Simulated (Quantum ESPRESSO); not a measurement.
## Ge4Si4 (input and log of a self-consistent run)

Computed values, not a measurement. The program is pw.x of Quantum ESPRESSO 7.5 (plane-wave density functional theory). The cell is made up: 8 atoms on a zincblende/diamond lattice, with randomly drawn elements, strain and displacements, not relaxed. PseudoDojo standard norm-conserving files (v0.5 for PBE, v0.4.1 for LDA and PBEsol) set the functional; there is no spin polarisation, spin-orbit coupling or dispersion term, and the masses in the input are unused placeholders.

Input:

```
&control calculation='scf', pseudo_dir='./dojo.nc.sr.pbe.v0_5.standard.upf', outdir='./o', disk_io='low', tprnfor=.true., tstress=.true. /
&system ibrav=0, nat=8, ntyp=2, nbnd=46, ecutwfc=77.98206166, nosym=.true., tot_charge=0,
 occupations='smearing', smearing='fd', degauss=0.0073498644
/
&electrons conv_thr=7.350e-09, electron_maxstep=60, /
ATOMIC_SPECIES
Ge 1.0 Ge.upf
Si 1.0 Si.upf
CELL_PARAMETERS angstrom
5.5357 -0.052 -0.0261
-0.052 5.3891 -0.0648
-0.0261 -0.0648 5.4606
ATOMIC_POSITIONS angstrom
Ge 0.0717 0.1522 0.1118
Ge 0.0073 2.5654 2.5373
Si 2.8301 0.042 2.6805
Ge 2.7311 2.5526 -0.0207
Si 1.3724 1.2556 1.3807
Si 1.1404 3.9594 4.0484
Ge 4.0233 1.1337 4.0594
Si 4.1215 4.0122 1.2021
K_POINTS automatic
6 6 6 1 1 1
```

The log is shortened where brackets say so; the opening notice, blank lines, dates and the lines on written files are dropped, and the path of the files is cut. It prints rydbergs, bohrs and kilobars, and counts compression as positive stress.

```
     Program PWSCF v.7.5
     Parallel version (MPI & OpenMP), running on       4 processor cores
     Number of MPI processes:                 4
     Threads/MPI process:                     1
     [start-up lines left out]
     bravais-lattice index     =            0
     lattice parameter (alat)  =      10.4615  a.u.
     unit-cell volume          =    1099.0416 (a.u.)^3
     number of atoms/cell      =            8
     number of atomic types    =            2
     number of electrons       =        72.00
     number of Kohn-Sham states=           46
     kinetic-energy cutoff     =      77.9821  Ry
     charge density cutoff     =     311.9282  Ry
     scf convergence threshold =      7.3E-09
     mixing beta               =       0.7000
     number of iterations used =            8  plain     mixing
     Exchange-correlation= PBE
                           (   1   4   3   4   0   0   0)
     [axes and pseudopotential details left out]
   Cartesian axes
     site n.     atom                  positions (alat units)
         1        Ge     tau(   1) = (   0.0129516   0.0274927   0.0201951  )
         2        Ge     tau(   2) = (   0.0013186   0.4634027   0.4583268  )
         3        Si     tau(   3) = (   0.5112170   0.0075867   0.4841939  )
         4        Ge     tau(   4) = (   0.4933340   0.4610906  -0.0037392  )
         5        Si     tau(   5) = (   0.2479044   0.2268061   0.2494036  )
         6        Si     tau(   6) = (   0.2059969   0.7152088   0.7312854  )
         7        Ge     tau(   7) = (   0.7267514   0.2047866   0.7332724  )
         8        Si     tau(   8) = (   0.7444898   0.7247464   0.2171421  )
     number of k points=   108  Fermi-Dirac smearing, width (Ry)=  0.0073
     Number of k-points >= 100: set verbosity='high' to print them.
     Dense  grid:   102255 G-vectors     FFT dimensions: (  60,  60,  60)
     Estimated max dynamical RAM per process >     378.95 MB
     Estimated total dynamical RAM >       1.41 GB
     Initial potential from superposition of free atoms
     starting charge      71.9943, renormalised to      72.0000
     Starting wfcs are   52 randomized atomic wfcs
     total cpu time spent up to now is        4.6 secs
     per-process dynamical memory:   326.8 Mb
     Self-consistent Calculation
     iteration #  1     ecut=    77.98 Ry     beta= 0.70
     Davidson diagonalization with overlap
     ethr =  1.00E-02,  avg # of iterations =  4.3
     Threshold (ethr) on eigenvalues was too large:
     Diagonalizing with lowered threshold
     Davidson diagonalization with overlap
     ethr =  2.46E-04,  avg # of iterations =  6.5
     total cpu time spent up to now is       29.1 secs
     total energy              =    -748.25031276 Ry
     estimated scf accuracy    <       0.19551023 Ry
     iteration #  2     ecut=    77.98 Ry     beta= 0.70
     Davidson diagonalization with overlap
     ethr =  2.72E-04,  avg # of iterations =  2.0
     total cpu time spent up to now is       37.4 secs
     total energy              =    -748.25772530 Ry
     estimated scf accuracy    <       0.01819508 Ry
     iteration #  3     ecut=    77.98 Ry     beta= 0.70
     Davidson diagonalization with overlap
     ethr =  2.53E-05,  avg # of iterations =  4.8
     total cpu time spent up to now is       49.3 secs
     total energy              =    -748.26045777 Ry
     estimated scf accuracy    <       0.01494704 Ry
     iteration #  4     ecut=    77.98 Ry     beta= 0.70
     Davidson diagonalization with overlap
     ethr =  2.08E-05,  avg # of iterations =  2.2
     total cpu time spent up to now is       58.1 secs
     total energy              =    -748.26357277 Ry
     estimated scf accuracy    <       0.00023827 Ry
     iteration #  5     ecut=    77.98 Ry     beta= 0.70
     Davidson diagonalization with overlap
     ethr =  3.31E-07,  avg # of iterations =  7.5
     total cpu time spent up to now is       71.2 secs
     total energy              =    -748.26364608 Ry
     estimated scf accuracy    <       0.00007806 Ry
     iteration #  6     ecut=    77.98 Ry     beta= 0.70
     Davidson diagonalization with overlap
     ethr =  1.08E-07,  avg # of iterations =  2.1
     total cpu time spent up to now is       79.7 secs
     total energy              =    -748.26366407 Ry
     estimated scf accuracy    <       0.00001057 Ry
     iteration #  7     ecut=    77.98 Ry     beta= 0.70
     Davidson diagonalization with overlap
     ethr =  1.47E-08,  avg # of iterations =  2.0
     total cpu time spent up to now is       88.4 secs
     total energy              =    -748.26366637 Ry
     estimated scf accuracy    <       0.00000028 Ry
     iteration #  8     ecut=    77.98 Ry     beta= 0.70
     Davidson diagonalization with overlap
     ethr =  3.92E-10,  avg # of iterations =  3.9
     total cpu time spent up to now is       99.0 secs
     total energy              =    -748.26366647 Ry
     estimated scf accuracy    <       0.00000005 Ry
     iteration #  9     ecut=    77.98 Ry     beta= 0.70
     Davidson diagonalization with overlap
     ethr =  6.65E-11,  avg # of iterations =  2.1
     total cpu time spent up to now is      108.3 secs
     total energy              =    -748.26366649 Ry
     estimated scf accuracy    <       0.00000001 Ry
     iteration # 10     ecut=    77.98 Ry     beta= 0.70
     Davidson diagonalization with overlap
     ethr =  1.55E-11,  avg # of iterations =  2.0
     total cpu time spent up to now is      116.8 secs
     End of self-consistent calculation
     [lines on levels left out]
!    total energy              =    -748.26366649 Ry
     estimated scf accuracy    <          1.4E-09 Ry
     smearing contrib. (-TS)   =      -0.00101418 Ry
     internal energy E=F+TS    =    -748.26265230 Ry
     The total energy is F=E-TS. E is the sum of the following terms:
     one-electron contribution =    -432.14183509 Ry
     hartree contribution      =     260.98519681 Ry
     xc contribution           =    -187.20256031 Ry
     ewald contribution        =    -389.90345371 Ry
     convergence has been achieved in  10 iterations
     Forces acting on atoms (cartesian axes, Ry/au):
     atom    1 type  1   force =    -0.07914555   -0.10708711   -0.09580861
     atom    2 type  1   force =    -0.07837444    0.05432784    0.05846355
     atom    3 type  2   force =    -0.09441385   -0.14863406   -0.04837537
     atom    4 type  1   force =    -0.04075791    0.06808495   -0.02458831
     atom    5 type  2   force =     0.11431936    0.03955797    0.04280171
     atom    6 type  2   force =     0.08003216    0.01333870   -0.00656105
     atom    7 type  1   force =     0.10289421    0.08064108    0.03884202
     atom    8 type  2   force =    -0.00455396   -0.00022937    0.03522605
     Total force =     0.350176     Total SCF correction =     0.000263
     Computing stress (Cartesian axis) and pressure
          total   stress  (Ry/bohr**3)                   (kbar)     P=       92.20
   0.00057210   0.00021094   0.00029300           84.16       31.03       43.10
   0.00021094   0.00062594   0.00052049           31.03       92.08       76.57
   0.00029300   0.00052049   0.00068219           43.10       76.57      100.35
     init_run     :      4.40s CPU      4.59s WALL (       1 calls)
     electrons    :    111.55s CPU    112.16s WALL (       1 calls)
     forces       :      1.79s CPU      1.80s WALL (       1 calls)
     stress       :      6.10s CPU      6.10s WALL (       1 calls)
     [timing details left out]
     PWSCF        :   2m 3.94s CPU   2m 4.77s WALL
     JOB DONE.
```

In other units: free energy -10180.646 eV for the cell, pressure 9.22 GPa, largest force component 3.822 eV/Å. A rerun of a related cell, with the same atoms placed differently, at 1347 eV and a 8 x 8 x 8 mesh moved values by no more than 0.002 eV in energy, 0.03 GPa in stress and 0.005 eV/Å in force.